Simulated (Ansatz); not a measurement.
Cu Kα1 powder pattern (kinematic, no thermal factors).
2θ (°) (relative intensity): 15.23 (11), 17.61 (100), 25.00 (84), 29.41 (9), 30.75 (18), 35.65 (77), 38.97 (5), 40.02 (10), 44.03 (16), 46.86 (2), 51.30 (31), 53.84 (2), 54.66 (8), 57.89 (34), 64.03 (6), 66.25 (1), 66.98 (8), 69.87 (23), 72.00 (2), 75.50 (4), 78.25 (2), 80.98 (10), 83.69 (1), 86.39 (7)

The pattern is computed from a structure relaxed with DFT PBE, scalar-relativistic, plane waves, PAW (Ansatz). No spin polarisation. Its elements are Al, C, Mn, N, Na.

Problem. Give the structure.

Solution. Na₂MnAlC₆N₆.
Space group Fm-3m (No. 225). a = 10.066 Å, b = 10.066 Å, c = 10.066 Å, α = 90.00°, β = 90.00°, γ = 90.00°
```json
{"atom": "Na", "site": "8c", "symmetry": "-43m", "x": "0.2500", "y": "0.7500", "z": "0.7500"}
{"atom": "Mn", "site": "4a", "symmetry": "m-3m", "x": "0.0000", "y": "0.0000", "z": "0.0000"}
{"atom": "Al", "site": "4b", "symmetry": "m-3m", "x": "0.5000", "y": "0.0000", "z": "0.0000"}
{"atom": "C", "site": "24e", "symmetry": "4m.m", "x": "0.1873", "y": "0.0000", "z": "0.0000"}
{"atom": "N", "site": "24e", "symmetry": "4m.m", "x": "0.3050", "y": "0.0000", "z": "0.0000"}
```

A pattern alone doesn't exclude other cells with like lines; this is the one computed.

The cell was found from a structure generator's guess, not taken from experiment.
